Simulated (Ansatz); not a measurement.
**Zr2OF2: phonons across the zone**

Level of theory: DFT PBE, scalar-relativistic, plane waves, PAW (Ansatz 0.2.0). Plane waves to 420 eV; Γ-centred k mesh 12×12×4; Gaussian smearing of 0.10 eV. No spin polarisation. Phonons by linear response, acoustic sum rule imposed.

Equilibrium structure at this level:
```xyz
5
Lattice="3.4756 0.0000 0.0000 -1.7378 3.0100 0.0000 0.0000 0.0000 7.5638" Properties=species:S:1:pos:R:3 pbc="T T T"
Zr    0.0000    0.0000    1.3221
Zr    0.0000    2.0066    3.8395
O     0.0000    2.0066    1.7324
F     1.7378    1.0033    0.1341
F     0.0000    0.0000    5.1495
```

The structure comes from a proposed guess, relaxed at this level; another structure or a mixture of phases may lie lower. In a metal, frequencies and elastic constants depend on the k mesh and the smearing, soft modes and shear constants most. Some empty bands missed the eigensolver's threshold. The q mesh is coarse, so values between its points are rough. A semilocal functional can close a gap that the real compound has. No dispersion correction is applied, so modes and constants that involve weak contacts between layers, chains or molecules come out too soft.

Force constants from linear response on a 2×2×1 q mesh.

Path: Γ–M–K–Γ–A–L–H–A | L–M | H–K. Only the points of the 2×2×1 mesh were computed; the rest is interpolation, which is rough on so few points. On the mesh no mode is imaginary. Distance along the path (Å⁻¹), then the branches (cm⁻¹, negative for imaginary):
```
0.000  0 0 0 118 118 141 141 207 258 258 318 376 495 617 617
0.261  40 41 76 116 131 143 154 210 258 260 315 367 493 614 615
0.522  72 81 114 119 148 151 189 226 256 266 312 344 489 608 609
0.783  78 113 122 138 160 161 201 240 252 280 307 327 485 601 604
1.044  76 125 129 147 165 166 199 243 249 288 295 334 483 598 602
1.194  80 126 136 146 165 170 199 243 249 288 294 330 483 594 605
1.345  90 130 142 149 165 178 202 244 249 288 291 321 482 590 608
1.496  100 130 143 158 166 177 218 246 248 287 291 309 482 586 610
1.646  105 128 145 161 170 171 227 246 247 287 294 300 481 585 611
1.948  98 125 133 153 156 186 202 244 252 280 300 314 483 590 610
2.249  89 93 114 127 144 170 190 232 256 266 310 335 487 603 610
2.550  47 50 83 117 131 148 158 212 258 260 315 364 492 613 614
2.852  0 0 0 118 118 141 141 207 258 258 318 376 495 617 617
2.955  -12 3 3 117 117 141 141 206 258 258 320 375 495 617 617
3.059  -21 5 5 117 117 141 141 203 258 258 328 370 495 617 617
3.163  -28 7 7 117 117 141 141 200 258 258 337 364 495 617 617
3.267  -30 7 7 117 117 141 141 199 258 258 342 360 495 617 617
3.528  28 44 76 113 128 145 156 205 258 260 335 354 493 614 615
3.789  73 75 110 118 151 153 185 228 256 267 318 338 489 608 609
4.050  77 104 125 143 160 167 195 242 252 285 303 327 485 601 604
4.311  73 118 134 153 163 170 192 246 249 287 297 331 483 598 602
4.461  78 119 141 154 163 172 193 246 249 287 296 328 483 594 605
4.612  90 122 149 152 170 175 198 246 249 287 293 319 482 590 608
4.763  100 126 148 155 172 178 213 246 249 287 291 307 482 586 610
4.913  104 129 147 159 169 179 222 247 248 286 294 299 481 585 611
5.215  98 116 142 151 161 186 199 244 252 284 294 315 483 590 610
5.516  82 91 119 125 144 172 187 234 256 268 312 332 487 603 610
5.817  36 52 83 114 128 150 159 208 258 260 333 352 492 613 614
6.118  -30 7 7 117 117 141 141 199 258 258 342 360 495 617 617
6.170  73 118 134 153 163 169 193 245 249 287 297 331 483 598 602
6.274  74 120 132 153 164 167 195 245 249 287 296 332 483 598 602
6.378  75 122 130 150 165 165 197 244 249 288 296 333 483 598 602
6.482  75 125 129 148 165 165 198 243 249 288 295 334 483 598 602
6.534  104 129 147 159 169 179 222 247 248 286 294 299 481 585 611
6.638  104 129 146 159 169 178 223 247 248 286 294 299 481 585 611
6.741  104 128 146 160 169 175 225 246 247 286 294 299 481 585 611
6.845  104 128 145 161 170 172 226 246 247 287 294 300 481 585 611
6.949  105 128 145 161 170 171 227 246 247 287 294 300 481 585 611
```
